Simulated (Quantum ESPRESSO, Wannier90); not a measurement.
# Wannier functions of Ca$_{2}$H$_{3}$Br (P-3m1)

```
begin unit_cell_cart
ang
    3.9029399180    0.0000000000    0.0000000000
   -1.9514699590    3.3800451184    0.0000000000
    0.0000000000    0.0000000000    6.8535300000
end unit_cell_cart
begin atoms_frac
Ca  -0.3333333333  0.3333333333  0.1857600000
Ca   0.3333333333 -0.3333333333 -0.1857600000
H   -0.3333333333  0.3333333333 -0.1495200000
H    0.3333333333 -0.3333333333  0.1495200000
H    0.0000000000  0.0000000000  0.0000000000
Br   0.0000000000  0.0000000000  0.5000000000
end atoms_frac
```

Cell from Materials Project (mp-1018656), symmetrised, no further relaxation. Not found in the COD (Crystallography Open Database) copy used; not checked further. Computed values, not measurements, from PBEsol: Quantum ESPRESSO (norm-conserving PseudoDojo potentials, cutoff 58 Ry, no spin polarisation, no spin-orbit coupling) on a Γ-centred 6×6×4 mesh, then Wannier90. Density: 12×12×6 mesh, cold smearing 0.01 Ry. Spin-orbit coupling, left out, would split the p-like bands by a few tenths of an eV.

Band 9 is isolated and gives one Wannier function a cell (Br6 4s 94 %; spread 1.03 Å²). Its on-site energy is ε = -16.682 eV relative to the valence-band maximum, and its hoppings t(R) = t(−R) to the nearer images are (images within this range that aren't listed have |t| under 5 meV):

```
R (lattice vectors; −R alike)  distance (Å)  t (eV)
-----------------------------  ------------  ------
0 1 0                                  3.90  -0.037
1 0 0                                  3.90  -0.037
1 1 0                                  3.90  -0.037
```

Problem. Work out the band energy at Γ, M, K, A from these numbers.

Solution. For one orbital E(k) = ε + Σ_R 2 t(R) cos(2π k·R), the sum over the listed R.
- Γ, k = (0.000, 0.000, 0.000): E = -16.682 + (-0.037)·(6.00) = -16.90 eV; pw.x: -16.91 eV
- M, k = (0.500, 0.000, 0.000): E = -16.682 + (-0.037)·(-2.00) = -16.61 eV; pw.x: -16.61 eV
- K, k = (0.333, 0.333, 0.000): E = -16.682 + (-0.037)·(-3.00) = -16.57 eV; pw.x: -16.57 eV
- A, k = (0.000, 0.000, 0.500): E = -16.682 + (-0.037)·(6.00) = -16.90 eV; pw.x: -16.89 eV

At these points the listed shells miss the plane-wave band by up to 0.01 eV, of a width of 0.34 eV on the path. With all its hoppings the model misses the band by 0.0 meV at worst on the whole path; the listed shells hold nearly all of the dispersion.
